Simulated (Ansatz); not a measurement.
Relaxation path: Au (hcp type)

DFT, LDA, PAW with Ansatz's default frozen-core files, scalar-relativistic (Ansatz 0.2.0); a Γ-centred 15×15×8 k mesh, Fermi–Dirac smearing of 0.08 eV, no spin polarisation. The run relaxes shape and atoms at held volume.

Command: `ansatz run input.yaml --threads 1 --pin off --max-ram 2048MiB --backend cpu --events-out ev --progress --plain --runs-dir out` It took 7.1 s on 1 thread of Intel(R) Xeon(R) Platinum 8488C (Sapphire Rapids) (shared host), peak memory 0.4 GiB.

```yaml
crystal:
  lattice:
    - [2.3927548642, 0.0, 0.0]
    - [-1.1963774321, 2.0721864974, 0.0]
    - [0.0, 0.0, 4.0165312606]
  atoms:
    - { symbol: Au, position: [0.3333333333, 0.6666666667, 0.25] }
    - { symbol: Au, position: [0.6666666667, 0.3333333333, 0.75] }
kpoints:
  mp_grid: { grid: [15, 15, 8] }
scf:
  occupations: { method: fermi_dirac, width: 0.08 }
hamiltonian:
  xc: lda
  pseudopotentials: { kind: paw }
output:
  forces: true
  stress: true
relax:
  f_tol: 0.005
  max_steps: 30
  cell: { stress_tol: 0.35, fix: [volume] }
```

Each step lists its free energy a cell above the last geometry, the pressure, the cell vectors (Å), and Cartesian positions (Å) with forces (eV/Å).

The first step:

```
step 1  dF = 16.25 meV  P = 395.3 GPa
  cell 2.3928 0.0000 0.0000  -1.1964 2.0722 0.0000  0.0000 0.0000 4.0165
  Au 0.0000 1.3815 1.0041   0.0000 0.0000 0.0000
  Au 1.1964 0.6907 3.0124   0.0000 0.0000 0.0000
```

Spin–orbit coupling is left out, which matters for the heavy atoms. The PAW files were made under PBE. The structure type is held throughout; the real material can change phase at far lower pressure. At this compression frozen-core PAW has no all-electron check here.

The symmetry of the start is kept and no stability test is made, so the end need not be the stable phase.

Problem. Where does the relaxation end, and by which steps?

Solution. After 3 geometries, with conventional a, b, c = 2.407, 2.407, 3.970 Å, at 9.957 Å³/atom and 394.9 GPa in space group P6_3/mmc, with a shortest distance of 2.407 Å. The further steps:
```
step 2  dF = 2.10 meV  P = 395.0 GPa
  cell 2.4116 0.0000 0.0000  -1.2058 2.0886 0.0000  0.0000 0.0000 3.9538
  Au 0.0000 1.3924 0.9885   0.0000 0.0000 0.0000
  Au 1.2058 0.6962 2.9654   0.0000 0.0000 0.0000
step 3  dF = 0.00 meV  P = 394.9 GPa
  cell 2.4066 0.0000 0.0000  -1.2033 2.0842 0.0000  0.0000 0.0000 3.9704
  Au 0.0000 1.3895 0.9926   0.0000 0.0000 0.0000
  Au 1.2033 0.6947 2.9778   0.0000 0.0000 0.0000
step 4  dF = -0.01 meV  P = 394.9 GPa  (same geometry on a basis chosen anew; earlier energies don't compare to the last digit)
  cell 2.4066 0.0000 0.0000  -1.2033 2.0842 0.0000  0.0000 0.0000 3.9704
  Au 0.0000 1.3895 0.9926   0.0000 0.0000 0.0000
  Au 1.2033 0.6947 2.9778   0.0000 0.0000 0.0000
```
